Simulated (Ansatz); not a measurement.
Given:

Starting cell, BAs (zinc blende):

```xyz
2
Lattice="0.0000 2.3920 2.3920 2.3920 0.0000 2.3920 2.3920 2.3920 0.0000" Properties=species:S:1:pos:R:3 pbc="T T T"
As     3.5879     3.5879     3.5879
B      0.0000     0.0000     0.0000
```

In this cell atom 1 (As, nearest neighbour B at 2.071 Å; its periodic images, 3.4 Å or more away, move with it) is moved by s along Cartesian x, unit vector (1.000, 0.000, 0.000); all other atoms and the cell stay fixed.

Calculation: r2SCAN (plane waves to 500 eV, PAW, scalar-relativistic; Ansatz, a first-principles code). k mesh 10×10×10 (Γ-centred), Fermi-Dirac smearing 0.05 eV. Energies are smeared free energies. BAs was relaxed with its symmetry unable to fall. The zero of ΔE is the undisplaced structure.

The scan covers s from -0.210 to 0.210 Å in 11 points.

Question: Is the energy the same for equal positive and negative displacements?

Answer: Even: the same for both signs. With its periodic images moving along, the atom's site symmetry in this cell is -43m.

Question: What is the force constant k = d²E/ds² of this move at s = 0?

Answer: 16.9 eV/Å².

Question: With two atoms in the cell this is the zone-centre optical mode. What wavenumber follows (transverse: no LO-TO term)?

Answer: 697 cm⁻¹.

(A displaced cell: forces are minus the slopes of the energy, force constants its curvatures, and phonons follow from these.)
